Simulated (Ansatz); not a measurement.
NbIr₃ (Cu3Au type, Pm-3m) at seven volumes, PBEsol (plane waves, PAW; program Ansatz), scaled uniformly. One row is withheld.

| V (Å³/atom) | P (GPa) |
|---|---|
| 13.303 | 40.67 |
| 13.742 | ? |
| 14.180 | 11.29 |
| 14.619 | -0.01 |
| 15.058 | -9.51 |
| 15.496 | -17.50 |
| 15.935 | -24.19 |

Fit the shown pressures and predict the withheld one.

P = (3/2)B₀(x^(7/2) − x^(5/2))[1 + (3/4)(B′ − 4)(x − 1)] with x = (V₀/V)^(2/3). Least squares on the six rows gives V₀ = 14.619 Å³/atom, B₀ = 344 GPa, B′ = 4.76. At V = 13.742, x = 1.0421 and P = 24.66 GPa. The run itself gave 24.72 GPa.

The workflow started from an entry of the Crystallography Open Database (COD). Whether it is the stable phase at ambient conditions was not checked. The cell was relaxed with PBEsol under the symmetry of its start; its stability against distortions is not shown here. No spin polarisation was allowed. Scalar-relativistic: spin–orbit coupling is off unless named, which matters more the heavier the elements.

Potentials: the later of the program's two PAW sets.
